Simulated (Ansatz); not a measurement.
**Eigenvalues along a path: VRu**

```
V Ru
1.0
     3.00283    0.00000    0.00000
     0.00000    3.00283    0.00000
     0.00000    0.00000    3.00283
V Ru
1 1
Direct
  0.50000 0.50000 0.50000
  0.00000 0.00000 0.00000
```

The base volume is that of a database entry, so it needn't be at zero pressure; the structure needn't be the stable phase, at rest or compressed.

Level of theory: DFT with LDA, scalar-relativistic, in Ansatz 0.2.0; a Γ-centred 12×12×12 k mesh, Fermi–Dirac smearing of 0.05 eV, spin-polarised from start moments V1 1.5 μB. LAPW: all electrons, basis error target 1 meV/atom.

The start moments died away, and the runs ended non-magnetic.

Path points, in fractions of the reciprocal vectors: Γ (0.000, 0.000, 0.000), X (0.000, 0.500, 0.000), M (0.500, 0.500, 0.000), R (0.500, 0.500, 0.500). The distance column jumps between branches of the path. Levels in eV from the Fermi level; bands 14 to 23, counted from the lowest band of the run. The gap is zero, the pressure -14.18 GPa.

```
# k(1/Å) point b14 b15 b16 b17 b18 b19 b20 b21 b22 b23
0.000 Γ -7.98 -5.67 -5.67 -2.10 -2.10 -2.10 0.61 0.61 2.21 2.21
0.149 - -7.87 -5.62 -5.59 -2.12 -2.12 -2.07 0.51 0.64 2.03 2.03
0.299 - -7.55 -5.46 -5.36 -2.16 -2.16 -1.95 0.24 0.74 1.57 1.57
0.448 - -7.05 -5.21 -5.01 -2.20 -2.20 -1.77 -0.17 0.89 1.01 1.01
0.598 - -6.43 -4.88 -4.60 -2.24 -2.24 -1.53 -0.67 0.46 0.46 1.07
0.747 - -5.78 -4.51 -4.20 -2.26 -2.26 -1.26 -1.20 0.00 0.00 1.06
0.897 - -5.26 -4.16 -3.92 -2.26 -2.26 -1.65 -1.01 -0.30 -0.30 0.76
1.046 X -5.04 -4.01 -3.82 -2.26 -2.26 -1.85 -0.90 -0.41 -0.41 0.64
1.196 - -4.99 -3.97 -3.94 -2.41 -2.37 -1.45 -1.41 -0.36 0.11 0.78
1.345 - -4.94 -4.31 -3.78 -2.66 -2.30 -2.05 -0.84 -0.26 0.79 1.13
1.495 - -5.00 -4.77 -3.27 -2.99 -2.63 -1.87 -0.27 -0.11 1.42 1.57
1.644 - -5.20 -5.15 -3.31 -3.11 -2.49 -1.24 0.03 0.21 1.90 1.95
1.794 - -5.53 -5.29 -3.55 -3.47 -1.53 -0.48 0.16 0.56 1.75 2.22
1.943 - -5.73 -5.39 -3.71 -3.69 -0.53 0.24 0.31 0.77 1.33 1.85
2.092 M -5.80 -5.43 -3.76 -3.76 0.16 0.28 0.83 0.84 0.84 1.47
2.304 - -5.67 -5.35 -3.69 -3.58 -0.90 -0.15 0.48 0.73 0.94 2.38
2.515 - -5.48 -5.10 -3.49 -3.05 -2.23 -1.33 0.01 0.52 0.87 1.63
2.727 - -5.65 -4.78 -3.40 -3.18 -2.31 -2.27 -0.21 0.31 0.75 0.77
2.938 - -6.32 -4.87 -4.37 -2.81 -2.48 -1.53 0.12 0.20 0.24 0.68
3.149 - -7.16 -5.24 -5.08 -2.46 -2.27 -1.61 0.28 0.63 0.76 1.00
3.361 - -7.76 -5.55 -5.52 -2.20 -2.14 -1.96 0.49 0.61 1.74 1.85
3.572 Γ -7.98 -5.67 -5.67 -2.10 -2.10 -2.10 0.61 0.61 2.21 2.21
3.831 - -7.66 -5.47 -5.47 -2.22 -2.22 -1.86 0.53 0.53 1.36 2.05
4.090 - -6.77 -4.92 -4.92 -2.58 -2.58 -1.56 0.12 0.46 0.46 1.67
4.349 - -5.55 -4.15 -4.15 -3.10 -3.10 -2.66 0.54 0.54 0.96 1.27
4.607 - -4.52 -3.71 -3.71 -3.44 -3.22 -3.22 0.62 0.62 1.08 1.08
4.866 - -4.52 -4.00 -4.00 -2.78 -2.63 -2.63 0.47 0.47 1.27 1.27
5.125 - -4.37 -4.15 -4.15 -2.28 -2.28 -2.25 0.31 0.31 1.47 1.47
5.384 R -4.19 -4.19 -4.19 -2.17 -2.17 -2.17 0.25 0.25 1.54 1.54
5.595 - -4.34 -4.17 -4.16 -2.35 -2.31 -2.02 0.27 0.31 1.47 1.51
5.807 - -4.59 -4.10 -4.05 -2.75 -2.69 -1.76 0.36 0.37 1.24 1.47
6.018 - -4.74 -3.95 -3.92 -3.19 -3.12 -1.63 0.32 0.52 0.83 1.48
6.230 - -4.68 -4.17 -3.69 -3.56 -3.04 -1.70 0.13 0.24 0.71 1.51
6.441 - -4.61 -4.41 -3.82 -3.29 -2.47 -1.90 -0.49 -0.12 0.78 1.38
6.652 - -4.93 -4.03 -3.96 -2.76 -2.13 -1.67 -1.26 -0.33 0.35 0.91
6.864 X -5.04 -4.01 -3.82 -2.26 -2.26 -1.85 -0.90 -0.41 -0.41 0.64
8.343 R -4.19 -4.19 -4.19 -2.17 -2.17 -2.17 0.25 0.25 1.54 1.54
8.493 - -4.28 -4.18 -4.18 -2.41 -2.08 -2.08 0.24 0.29 1.49 1.53
8.642 - -4.53 -4.12 -4.12 -3.00 -1.83 -1.83 0.23 0.35 1.38 1.53
8.792 - -4.86 -4.04 -4.04 -3.71 -1.42 -1.42 0.21 0.38 1.23 1.51
8.941 - -5.22 -4.40 -3.95 -3.95 -0.87 -0.87 0.19 0.36 1.07 1.50
9.090 - -5.53 -4.95 -3.85 -3.85 -0.22 -0.22 0.18 0.32 0.94 1.49
9.240 - -5.73 -5.31 -3.79 -3.79 0.16 0.29 0.45 0.45 0.86 1.48
9.389 M -5.80 -5.43 -3.76 -3.76 0.16 0.28 0.83 0.84 0.84 1.47
```
